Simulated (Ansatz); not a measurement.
This guess for Al2BP3 is about to be relaxed.

```
Al B P
1.0
    -1.80051    1.80051    7.63894
     1.80051   -1.80051    7.63894
     1.80051    1.80051   -7.63894
Al B P
2 1 3
Cartesian
  0.0000 0.0000 12.7316
  0.0000 0.0000 2.5463
  0.0000 0.0000 7.6389
  0.0000 1.8005 1.2732
  1.8005 0.0000 3.8195
  0.0000 1.8005 6.3658
```

Theory: DFT PBE, scalar-relativistic, plane waves, PAW in Ansatz. Cutoff 420 eV, Gaussian smearing, Γ-centred meshes. Cell and atoms relax first on a coarse mesh and then on a converged one. In between, the cell is made exact in the group found at 0.06 Å. The steps can't lower the symmetry of their start. No spin polarisation.

A guess keeps its type if space group and coordination stay and the shape of the cell changes little (axis ratios within about 15 %, angles within 6°); the volume may change.

Problem. Does this structure survive the relaxation?

Solution. It keeps its type. The symmetry stays I-4m2 (No. 119). The volume per atom grows by 6.7 %, from 16.5 to 17.6 Å³. The shortest distance goes from 2.21 Å (Al–P and B–P) to 2.11 Å (B–P). The ratio c/a of the conventional cell changes by a factor of 1.05. Counting neighbours within 15 % of an atom's shortest distance, the start has Al 4, B 4, P 4 and the end Al 4, B 4, P 4.

The last run used a 10×10×10 mesh for its 6-atom cell and Gaussian smearing of 0.02 eV. Symmetry constrained the relaxation, so the result can be a saddle point.
